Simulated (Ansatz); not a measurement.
Here is the system:

ZnAg:
```
ZnAg
1.0
    3.11774     0.00000     0.00000
    0.00000     3.11774     0.00000
    0.00000     0.00000     3.11774
Zn Ag
1 1
Direct
  0.50000   0.50000   0.50000
  0.00000   0.00000   0.00000
```

This is the PBEsol-relaxed structure.

Task: All from PBEsol (plane waves, PAW; program Ansatz), unless another level is named. Estimate the formation energy from the elements (no fitted shifts).

Result: -0.066 eV/atom.

Task: And the density of states at the Fermi level?

Result: 0.25 states/eV per atom (mean over ±0.08 eV).

Task: Predict the gap with spin–orbit coupling.

Result: none (metallic).

Space group Pm-3m (CsCl type). The first step of the workflow began from a Materials Project structure, measured or hypothetical; the Crystallography Open Database files this formula in space group No. 221, but the cells were not matched. Its standing as an ambient phase is unchecked. The PBEsol relaxation kept the symmetry of its start; of distortions, only those at the zone centre were tested. The run is not spin-polarised. The references are the lowest solids computed at this level, not always the standard phases. Scalar-relativistic: spin–orbit coupling is off unless named, which matters more the heavier the elements.

Potentials: the later of the program's two PAW sets.
